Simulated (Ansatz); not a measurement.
**Notes on NaF**

```
Na F
1.0
     0.00000    2.31362    2.31362
     2.31362    0.00000    2.31362
     2.31362    2.31362    0.00000
Na F
1 1
Direct
  0.00000 0.00000 0.00000
  0.50000 0.50000 0.50000
```

Single point in Ansatz 0.2.0 with PBE, no spin polarisation. Cutoff 420 eV, PAW datasets, 9×9×9 Γ-centred k mesh, fermi-dirac filling (width 0.0893 eV).

(1) Metal or insulator? Give the gap.

(2) Which element gives electrons and which takes them?

(3) Which orbitals make up the band edges?

(4) Describe some of the short contacts.

Origin: a database entry at a rescaled volume.

Results:

(1) The gap is 6.34 eV, direct at the points sampled. A semilocal functional usually gives too small a gap.

(2) Bader charges in e: Na +0.88, F -0.88. In the mean Na gives up most and F takes most.

(3) Within 0.7 eV of the edges, the states project mainly on F p (99 %) below the gap and on Na s (75 %) and F s (18 %) above it.

(4) Na–F at 2.31 Å: least valence density 0.13 e/Å³ and ELF 0.02 there, a closed-shell (ionic or weak) contact. Both are smooth PAW fields, read partly inside the augmentation spheres.
